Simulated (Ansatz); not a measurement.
The calculation used Ansatz, DFT PBE, scalar-relativistic, plane waves, PAW. All cells share a 420 eV cutoff and Γ-centred k meshes spaced at most about 0.3 Å⁻¹ (about 0.25 or finer for metals, 2π included). Collinear spin in cells that started with moments and kept them past the coarse steps, no spin elsewhere.

These are static total energies at zero pressure. All come from trial cells, and lower structures may exist.

Question: Order these relaxed structures of ScAl5 by energy, lowest first, with the energy over the lowest of them.
A.

```
CELL_PARAMETERS angstrom
2.04129 -6.16605 0.00000
2.04129 6.16605 0.00000
0.00000 0.00000 4.09543
ATOMIC_POSITIONS crystal
Sc 0.50000 0.50000 0.50000
Al 0.00000 0.00000 0.00000
Al 0.33010 0.66990 0.00000
Al 0.66990 0.33010 0.00000
Al 0.83078 0.16922 0.50000
Al 0.16922 0.83078 0.50000
```

B.

```
CELL_PARAMETERS angstrom
3.02880 0.00000 0.00000
-1.51440 2.62302 0.00000
0.00000 0.00000 13.63066
ATOMIC_POSITIONS crystal
Sc 0.00000 0.00000 0.00000
Al 0.33333 0.66667 0.17742
Al 0.66667 0.33333 0.33938
Al 0.00000 0.00000 0.50000
Al 0.33333 0.66667 0.66062
Al 0.66667 0.33333 0.82258
```

C.

```
CELL_PARAMETERS angstrom
2.93826 0.00000 0.00000
0.00000 2.93826 0.00000
0.00000 0.00000 12.18020
ATOMIC_POSITIONS crystal
Sc 0.50000 0.50000 0.50000
Al 0.00000 0.00000 0.00000
Al 0.50000 0.50000 0.16245
Al 0.00000 0.00000 0.32231
Al 0.00000 0.00000 0.67769
Al 0.50000 0.50000 0.83755
```

Answer: A (0 meV/atom), C (129 meV/atom), B (199 meV/atom). Forms: A Sc and Al ordered on fcc sites, Cmmm, no spin; C Sc and Al ordered on fcc sites, P4/mmm, moments up to 0.2 μB; B Sc and Al ordered on fcc sites, P-3m1, no spin. Counting all near atoms (those within 1.25 times the shortest distance at each site): A has Sc 12, Al 12; C has Sc 12, Al 12; B has Sc 12, Al 12.

The magnetic state reached may not be the lowest. With atoms moved at random, Cmmm came back. Other cells relaxed within their symmetry can be saddle points. Some structure types and database cells were kept out of the candidates from the start, so a known form may be missing.
